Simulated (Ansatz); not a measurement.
Relaxed-ion elastic tensor of HfSi (CsCl type, Pm-3m) in GPa (Voigt order), plane-wave PAW PBEsol (Ansatz code); density 9.99 g/cm³, 17.18 Å³ per atom.

```json
[
 {"": "1", "1": "-48.4", "2": "225", "3": "225", "4": "0.0", "5": "0.0", "6": "0.0"},
 {"": "2", "1": "225", "2": "-48.4", "3": "225", "4": "0.0", "5": "0.0", "6": "0.0"},
 {"": "3", "1": "225", "2": "225", "3": "-48.4", "4": "0.0", "5": "0.0", "6": "0.0"},
 {"": "4", "1": "0.0", "2": "0.0", "3": "0.0", "4": "-109", "5": "0.0", "6": "0.0"},
 {"": "5", "1": "0.0", "2": "0.0", "3": "0.0", "4": "0.0", "5": "-109", "6": "0.0"},
 {"": "6", "1": "0.0", "2": "0.0", "3": "0.0", "4": "0.0", "5": "0.0", "6": "-109"}
]
```

Q: Is the crystal mechanically stable?

A: No: the smallest eigenvalue of C is -273 GPa.

The cell is a constructed one: a structure type filled with these elements; neither database checked (COD, Materials Project) lists it. COD files the formula under space group No. 62. Its standing as an ambient phase is unchecked. The PBEsol relaxation kept the symmetry of its start. At this level the phase is mechanically unstable. No spin polarisation was allowed. As this level gives no gap, shear constants depend on the k-mesh and smearing (Fermi–Dirac, 0.1 eV here). Spin–orbit coupling is left out wherever it is not named.

Potentials: the earlier of the program's two PAW sets. The files were generated under PBE; for other functionals the program regenerates the frozen cores, and for LDA and PBEsol the local potential too.
